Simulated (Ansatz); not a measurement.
**WS2 (2H-MoS2 type, space group P6_3/mmc), map of one atom of the cell**

Relaxed WS2 (2H-MoS2 type, space group P6_3/mmc):

```
CELL_PARAMETERS angstrom
      3.15408     0.00000     0.00000
     -1.57704     2.73152     0.00000
      0.00000     0.00000    12.13731
ATOMIC_POSITIONS crystal
  W  0.33333 0.66667 0.25000
  W  0.66667 0.33333 0.75000
  S  0.33333 0.66667 0.62026
  S  0.66667 0.33333 0.12026
  S  0.66667 0.33333 0.37974
  S  0.33333 0.66667 0.87974
```

Two-dimensional scan of atom 5 (S, nearest neighbour W at 2.407 Å; its periodic images, 3.2 Å or more away, move with it): u runs along (1.000, 0.000, 0.000), v along (0.000, 1.000, 0.000) (Cartesian). Cell and other atoms are fixed.

These are PBE-D3(BJ) (plane waves to 420 eV, PAW, scalar-relativistic; Ansatz, a program for electronic structure) values and carry that method's errors. k mesh 10×10×3 (Γ-centred), Fermi-Dirac smearing 0.05 eV. The energy includes the smearing's −TS. Points where atoms come too close for the PAW data are left out (x in tables, blank in figures). As the smearing reaches across the gap at some points, energies and forces of such displacements shift with the k mesh and the smearing. Fu and Fv are the components of the force on the atom. Spin-orbit coupling is left out, though W is heavy. WS2 is run without spin polarisation. WS2 was relaxed with its symmetry unable to fall. The zero of ΔE is the undisplaced structure. Axes are in Å.

ΔE (meV/cell), with u across and v down:

```csv
v \ u,-0.790,-0.395,0.000,0.395,0.790
-0.790,2591,x,x,x,2591
-0.395,2061,1286,937,1286,2061
0.000,x,798,0,798,x
0.395,x,1821,662,1821,x
0.790,x,x,1879,x,x
```

Fv (eV/Å), with u across and v down:

```csv
v \ u,-0.790,-0.395,0.000,0.395,0.790
-0.790,2.99,x,x,x,2.99
-0.395,0.04,3.67,4.98,3.67,0.04
0.000,x,-1.04,0.00,-1.04,x
0.395,x,-3.60,-2.93,-3.60,x
0.790,x,x,-2.34,x,x
```

Summary:

```
Item                                                     Result
------------------------  -------------------------------------
Lowest place on the grid  u = 0.000 Å, v = 0.000 Å (0 meV/cell)
```

(A displaced cell: forces are minus the slopes of the energy, force constants its curvatures, and phonons follow from these.)
